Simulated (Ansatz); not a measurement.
MnTl2GeTe4:
```cif
data_GeMnTe4Tl2
_chemical_formula_sum 'Mn1 Tl2 Ge1 Te4'
_space_group_name_H-M_alt 'P 1'
_space_group_IT_number 1
_cell_length_a 6.95324
_cell_length_b 6.95324
_cell_length_c 6.95324
_cell_angle_alpha 104.477
_cell_angle_beta 104.477
_cell_angle_gamma 120.002
loop_
_space_group_symop_operation_xyz
  'x, y, z'
loop_
_atom_site_label
_atom_site_type_symbol
_atom_site_fract_x
_atom_site_fract_y
_atom_site_fract_z
_atom_site_occupancy
Mn1 Mn 0.50000 0.50000 0.00000 1
Tl1 Tl 0.00000 0.50000 0.50000 1
Tl2 Tl 0.50000 0.00000 0.50000 1
Ge1 Ge 0.00000 0.00000 0.00000 1
Te1 Te 0.93595 0.93595 0.33977 1
Te2 Te 0.06405 0.40382 0.00000 1
Te3 Te 0.59618 0.59618 0.66023 1
Te4 Te 0.40382 0.06405 0.00000 1
```
The run is spin-polarised; directions of the spins, atom by atom: ↑ 0 0 0 0 0 0 0.

Relaxed with r²SCAN+D4.

Q: Tabulate the valence density and the electron localisation function along the shortest Tl–Tl contact (3.48 Å), r²SCAN+D4 in the plane-wave PAW code Ansatz.

A: 

| distance from Tl (Å) | density (e/Å³) | ELF |
|---|---|---|
| 0.35 | 5.87 | 0.02 |
| 0.52 | 3.80 | 0.14 |
| 0.70 | 2.20 | 0.34 |
| 0.87 | 1.14 | 0.43 |
| 1.04 | 0.57 | 0.40 |
| 1.22 | 0.29 | 0.34 |
| 1.39 | 0.16 | 0.25 |
| 1.56 | 0.10 | 0.12 |
| 1.74 | 0.09 | 0.08 |
| 1.91 | 0.10 | 0.12 |
| 2.09 | 0.16 | 0.25 |
| 2.26 | 0.29 | 0.34 |
| 2.43 | 0.57 | 0.40 |
| 2.61 | 1.14 | 0.43 |
| 2.78 | 2.20 | 0.34 |
| 2.96 | 3.80 | 0.14 |
| 3.13 | 5.87 | 0.02 |

The density is the valence pseudo-density with augmentation charge, so density and ELF within about 1 Å of a nucleus are not all-electron values.

Space group I-42m. The first step of the workflow began from a Materials Project structure, measured or hypothetical; the Crystallography Open Database files this formula in space group No. 121, but the cells were not matched. Its standing as an ambient phase is unchecked. The cell was relaxed with r²SCAN+D4 under the symmetry of its start; its stability against distortions is not shown here. Magnetic state: ferromagnetic, the only order run, not a proven ground state. The cell computed holds one magnetic atom, so no antiferromagnetic order was within reach. Other orbital occupations within this spin state were not tried. No Hubbard U is applied. Scalar-relativistic: spin–orbit coupling is off unless named, which matters more the heavier the elements.

Potentials: the later of the program's two PAW sets.
